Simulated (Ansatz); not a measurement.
Step by step: As, relaxation of cell and atoms

Computed with DFT, LDA, all-electron LAPW, scalar-relativistic in Ansatz 0.2.0.

Command: `ansatz run input.yaml --threads 1 --pin off --max-ram 2048MiB --backend cpu --events-out ev --progress --plain --runs-dir out` The run took 2 min on 1 thread of Arm Neoverse V2, with other jobs on the host.

```yaml
crystal:
  lattice:
    - [1.8424025153, 1.0637115881, 3.442326315]
    - [-1.8424025153, 1.0637115881, 3.442326315]
    - [0.0, -2.1274231763, 3.442326315]
  atoms:
    - { symbol: As, position: [0.774, 0.774, 0.774] }
    - { symbol: As, position: [0.226, 0.226, 0.226] }
kpoints:
  mp_grid: { grid: [11, 11, 11] }
scf:
  occupations: { method: fermi_dirac, width: 0.05 }
hamiltonian:
  xc: lda
  pseudopotentials: { kind: all_electron, lapw: { basis_error: 0.001 } }
output:
  forces: true
  stress: true
relax:
  f_tol: 0.005
  max_steps: 80
  cell: {}
```

The geometry is COD entry 9008574, unchecked; take it as a test cell. The listed cell was then made from it by scaling, straining or moving an atom.

Each frame lists the cell vectors (Å), then Cartesian positions (Å) and forces (eV/Å). Free energies count from the first step, -122883.1175 eV.

The walk took 6 evaluations in all; steps that aren't listed are left out.

Step 1: E = 0.0 meV, P = 3.98 GPa

```
cell 1.8424 1.0637 3.4423 -1.8424 1.0637 3.4423 0.0000 -2.1274 3.4423
As    0.0000    0.0000    7.9931     0.000   0.000  -0.709
As    0.0000    0.0000    2.3339     0.000   0.000   0.709
```

Step 2:

```
cell 1.8683 1.0786 3.3953 -1.8683 1.0786 3.3953 0.0000 -2.1573 3.3953
As    0.0000    0.0000    7.8459
As    0.0000    0.0000    2.3400
```

Step 3: E = -44.9 meV, P = -0.26 GPa

```
cell 1.8832 1.0873 3.3393 -1.8832 1.0873 3.3393 0.0000 -2.1745 3.3393
As    0.0000    0.0000    7.7142     0.000   0.000  -0.043
As    0.0000    0.0000    2.3036     0.000   0.000   0.043
```

Step 4: E = -45.3 meV, P = 0.06 GPa

```
cell 1.8798 1.0853 3.3276 -1.8798 1.0853 3.3276 0.0000 -2.1706 3.3276
As    0.0000    0.0000    7.6815     0.000   0.000   0.000
As    0.0000    0.0000    2.3012     0.000   0.000   0.000
```

**Question.** Give the energy and forces of step 2.

**Answer.** E = -42.2 meV, P = 0.15 GPa
```
As    0.0000    0.0000    7.8459     0.000   0.000  -0.001
As    0.0000    0.0000    2.3400     0.000   0.000   0.001
```

**Question.** How does the relaxation end?

**Answer.** It converges, with a = 3.760 Å, b = 3.760 Å, c = 9.992 Å, α = 90.00°, β = 90.00°, γ = 120.00° (conventional cell, space group R-3m). The last solve (on a basis chosen afresh for the final cell, so its energy is not quite comparable) gives E = -45.3 meV, P = 0.00 GPa:
```
cell 1.8800 1.0854 3.3307 -1.8800 1.0854 3.3307 0.0000 -2.1708 3.3307
As    0.0000    0.0000    7.6893     0.000   0.000  -0.001
As    0.0000    0.0000    2.3027     0.000   0.000   0.001
```
